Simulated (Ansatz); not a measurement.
GaCuBr$_{4}$ in space group P-42c (No. 112; Ga on 2d, Cu on 2e, Br on 8n), LDA (plane waves, PAW; program Ansatz). The conduction-band minimum lies at Γ, with 1 equivalent valley. Second derivatives d²E/dk² of the lowest band at one valley (eV·Å²), along Cartesian directions:

| direction | d²E/dk² |
|---|---|
| [100] | 24.93 |
| [010] | 24.93 |
| [001] | 24.23 |
| [110] | 24.92 |
| [101] | 24.57 |
| [011] | 24.57 |

### Question
Find the principal effective masses, the density-of-states mass and the conductivity mass.

### Answer
Off-diagonal terms follow from H_xy = H[110] − (H_xx + H_yy)/2, and m*/mₑ = 7.620 eV·Å² over each eigenvalue: 0.31, 0.31, 0.31. One valley's DOS mass (m₁m₂m₃)^(1/3) = 0.31, conductivity mass 3/(Σ 1/mᵢ) = 0.31 mₑ.

### Question
What effective density of states Nc follows at 300 K for parabolic valleys?

### Answer
Nc = 2.509e19 × 1 × (0.31)^(3/2) ≈ 4.3e18 cm⁻³.

### Question
With the computed static dielectric constant 6.07 (mean of the diagonal), estimate a hydrogenic donor's binding energy and radius.

### Answer
E = 13.606 eV × 0.31/6.07² ≈ 110 meV; a = 0.529 Å × ε/m* ≈ 10 Å. Semilocal masses tend to be too small where the gap is.

The first step of the workflow began from a Materials Project structure, measured or hypothetical; the Crystallography Open Database copy checked does not list it. Whether it is the stable phase at ambient conditions was not checked. The LDA relaxation kept the symmetry of its start; phonons on a q-mesh show no instability. No spin polarisation was allowed. Scalar-relativistic: spin–orbit coupling is off unless named, which matters more the heavier the elements.

Potentials: the later of the program's two PAW sets.
